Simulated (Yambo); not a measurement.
G0W0@PBEsol for a free-standing PbI2 monolayer (symmetry P-3m1, slab cell 16.7 Å high) in Yambo (6×6×1 mesh, 6 Ry block, plasmon pole, screening fixed), without a terminator:

| bands N in G | gap (0, 0.167) → Γ (eV) | shift of the valence edge (eV) |
|---|---|---|
| 52 | 3.777 | -0.333 |
| 89 | 3.853 | -0.629 |
| 141 | 3.878 | -0.777 |

### Question
Extrapolate both columns to infinite N with E(N) = E∞ + A/N, test the form, and compare with the terminator.

### Answer
From two points, E∞ = (N2 E2 − N1 E1)/(N2 − N1). The two largest N give 3.92 eV for the gap and -1.03 eV for the shift; the two smallest give 3.96 eV and -1.04 eV. For the gap the slopes A are -9.5 and -6.0 eV: the form isn't reached, and its limit is uncertain. For the shift the slopes A are 37 and 36 eV: the 1/N form holds. With the Bruneval-Gonze terminator and 141 bands the run gives 3.91 eV and -0.95 eV, 0.01 eV and 0.08 eV from the extrapolated values: the terminator too is an estimate of the remainder. Block, mesh and the bands in W are held fixed.

The standard potential for Pb keeps a d shell in the valence without the s and p states of that shell. In tests on such compounds this moved G0W0 gaps by up to about 0.9 eV, so absolute quasiparticle energies here are unreliable; differences between settings are what counts.

Spin-orbit coupling is not included.

Geometry relaxed with PBEsol; primitive cell a = 4.541 Å, b = 4.541 Å, c = 16.700 Å, α = 90.00°, β = 90.00°, γ = 120.00°.

A shift is the quasiparticle energy of the state minus its PBEsol energy.
